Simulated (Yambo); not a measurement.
G0W0@PBEsol for GaAlP2 (space group P-4m2, No. 115) in Yambo (4×4×2 mesh, 7 Ry block, plasmon pole, screening fixed), without a terminator:

| bands N in G | gap Γ → M (eV) | shift of the valence edge (eV) |
|---|---|---|
| 86 | 2.007 | 0.014 |
| 148 | 2.074 | -0.300 |
| 232 | 2.111 | -0.439 |

Extrapolate both columns to infinite N with E(N) = E∞ + A/N, test the form, and compare with the terminator.

From two points, E∞ = (N2 E2 − N1 E1)/(N2 − N1). The two largest N give 2.18 eV for the gap and -0.68 eV for the shift; the two smallest give 2.17 eV and -0.74 eV. For the gap the slopes A are -14 and -15 eV: the 1/N form holds. For the shift the slopes A are 64 and 57 eV: the 1/N form holds. With the Bruneval-Gonze terminator and 232 bands the run gives 2.15 eV and -0.54 eV, 0.03 eV and 0.14 eV from the extrapolated values: the terminator too is an estimate of the remainder. Block, mesh and the bands in W are held fixed.

The standard potential for Ga keeps a d shell in the valence without the s and p states of that shell. In tests on such compounds this moved G0W0 gaps by up to about 0.9 eV, so absolute quasiparticle energies here are unreliable; differences between settings are what counts.

Spin-orbit coupling is included.

Geometry relaxed with PBEsol; primitive cell a = 3.8607 Å, b = 3.8607 Å, c = 5.4467 Å, α = 90.00°, β = 90.00°, γ = 90.00°.

The structure is a Materials Project entry; no match was found in the copy of COD used, and its stability was not checked.

A shift is the quasiparticle energy of the state minus its PBEsol energy.
